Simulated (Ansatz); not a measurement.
Theory: DFT PBE, scalar-relativistic, plane waves, PAW in Ansatz 0.2.0. All cells share a 420 eV cutoff and Γ-centred k meshes spaced at most about 0.3 Å⁻¹ (about 0.25 or finer for metals, 2π included). No spin polarisation in the final relaxations.

All energies are static (0 K, no zero-point motion). All come from trial cells, and lower structures may exist.

**Question.** These unrelaxed guesses for Si₅O are each relaxed within their symmetry. Order them by the energy at which they end, lowest first.
A.

Space group P6/mmm (No. 191). a = 4.739 Å, b = 4.739 Å, c = 7.939 Å, α = 90.00°, β = 90.00°, γ = 120.00°
```csv
atom,site,symmetry,x,y,z
Si,2e,6mm,0.0000,0.0000,0.8892
Si,3f,mmm,0.5000,0.0000,0.0000
O,1b,6/mmm,0.0000,0.0000,0.5000
```

B.

Space group P-62m (No. 189). a = 4.683 Å, b = 4.683 Å, c = 4.909 Å, α = 90.00°, β = 90.00°, γ = 120.00°
```tsv
atom	site	symmetry	x	y	z
Si	3f	m2m	0.6929	0.0000	0.0000
Si	2c	-6..	0.3333	0.6667	0.0000
O	1a	-62m	0.0000	0.0000	0.0000
```

C.

Space group P-6m2 (No. 187). a = 2.665 Å, b = 2.665 Å, c = 12.952 Å, α = 90.00°, β = 90.00°, γ = 120.00°
```
atom  site  symmetry       x       y       z
  Si    2i       3m. 0.6667  0.3333  0.8353
  Si    2g       3m. 0.0000  0.0000  0.6676
  Si    1f      -6m2  0.6667  0.3333  0.5000
   O    1a      -6m2  0.0000  0.0000  0.0000
```

D.

Space group P4/mmm (No. 123). a = 2.772 Å, b = 2.772 Å, c = 11.742 Å, α = 90.00°, β = 90.00°, γ = 90.00°
```
atom  site  symmetry       x       y       z
  Si    2h       4mm  0.5000  0.5000  0.3345
  Si    2g       4mm  0.0000  0.0000  0.1760
  Si    1b     4/mmm  0.0000  0.0000  0.5000
   O    1c     4/mmm  0.5000  0.5000  0.0000
```

**Answer.** B (ends in P-62m, 0 meV/atom), A (ends in P6/mmm, 56 meV/atom), C (ends in P-6m2, 246 meV/atom), D (ends in P4/mmm, 0.41 eV/atom).

A magnetic state wasn't ruled out in cells without spin, among them P6/mmm, P-6m2, P4/mmm. Cells relaxed within their symmetry can be saddle points. Some structure types and database cells were kept out of the candidates from the start, so a known form may be missing.
